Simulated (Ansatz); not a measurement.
Here is the system:

Relaxed MgO (rock salt):

```xyz
4
Lattice="0.0000 4.2544 4.2544 2.1272 2.1272 4.2544 2.1272 2.1272 0.0000" Properties=species:S:1:pos:R:3 pbc="T T T"
O      0.0000     0.0000     0.0000
O      2.1272     4.2544     6.3817
Mg     2.1272     6.3817     6.3817
Mg     2.1272     4.2544     4.2544
```

The atoms are displaced by Q × the pattern below (from a DFPT mode at X = (0.5, 0.5, 0.0), largest move 1; Q in Å), at fixed cell. (q is in reciprocal vectors of the primitive cell; the cell shown is doubled to hold the pattern.)

| atom | x | y | z |
|---|---|---|---|
| O1 | 0.000 | 0.000 | 1.000 |
| O2 | 0.000 | 0.000 | -1.000 |
| Mg3 | 0.000 | 0.000 | 0.089 |
| Mg4 | 0.000 | 0.000 | -0.089 |

These are PBE (plane waves to 420 eV, PAW, scalar-relativistic; Ansatz, a quantum-chemistry and plane-wave program) values and carry that method's errors. k mesh 13×13×13 (Γ-centred), Fermi-Dirac smearing 0.05 eV. The energy includes the smearing's −TS. MgO was relaxed with its symmetry unable to fall. The PAW data are Ansatz's earlier set. ΔE is measured from the undisplaced structure.

The scan covers Q from -0.180 to 0.180 Å in 13 points.

**Question.** Which space group does the distorted structure have?

**Answer.** P4/nmm (No. 129), lowered from Fm-3m.

**Question.** What is the energy change at Q = 0.180 Å?

**Answer.** 546 meV/cell.

**Question.** What harmonic wavenumber does the curvature at Q = 0 give?

**Answer.** 526 cm⁻¹.

(For displaced atoms, the force is minus the slope of the energy, and its curvature is a force constant, which sets phonon frequencies.)
